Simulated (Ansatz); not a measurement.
YTaN$_{3}$:
Space group R3c, hexagonal axes (No. 161); a = 5.633 Å, b = 5.633 Å, c = 14.183 Å, α = 90.00°, β = 90.00°, γ = 120.00°

| atom | site | symmetry | x | y | z |
|---|---|---|---|---|---|
| Y | 6a | 3. | 0.0000 | 0.0000 | 0.4786 |
| Ta | 6a | 3. | 0.0000 | 0.0000 | 0.2074 |
| N | 18b | 1 | 0.3236 | 0.0716 | 0.1108 |
(The calculation used a cell of 10 atoms; values per cell refer to that cell.)

Relaxed at zero pressure with DFT-PBE in the program Ansatz with PAW potentials.

### Question
The volume is raised by 3 % and shape and atoms relax at that volume. What pressure results, and how do the axes share the change?

### Answer
-4.6 GPa; a 0.5 %, b 0.5 %, c 2.0 %; the energy rises by 6 meV/atom.

### Question
Give the new structure.

### Answer

Space group R3c, hexagonal axes (No. 161); a = 5.662 Å, b = 5.662 Å, c = 14.459 Å, α = 90.00°, β = 90.00°, γ = 120.00°

| atom | site | symmetry | x | y | z |
|---|---|---|---|---|---|
| Y | 6a | 3. | 0.0000 | 0.0000 | 0.4817 |
| Ta | 6a | 3. | 0.0000 | 0.0000 | 0.2078 |
| N | 18b | 1 | 0.3240 | 0.0726 | 0.1096 |

The phase is kept; no other phase was compared at this pressure.

The start of the workflow was typed in or built on a structure type; neither database checked (COD, Materials Project) lists it. Whether it is the stable phase at ambient conditions was not checked. The cell was relaxed with PBE under the symmetry of its start; whether a distortion lowers the energy is not shown. No spin polarisation was allowed. Scalar-relativistic: spin–orbit coupling is off unless named, which matters more the heavier the elements.

Potentials: the earlier of the program's two PAW sets.
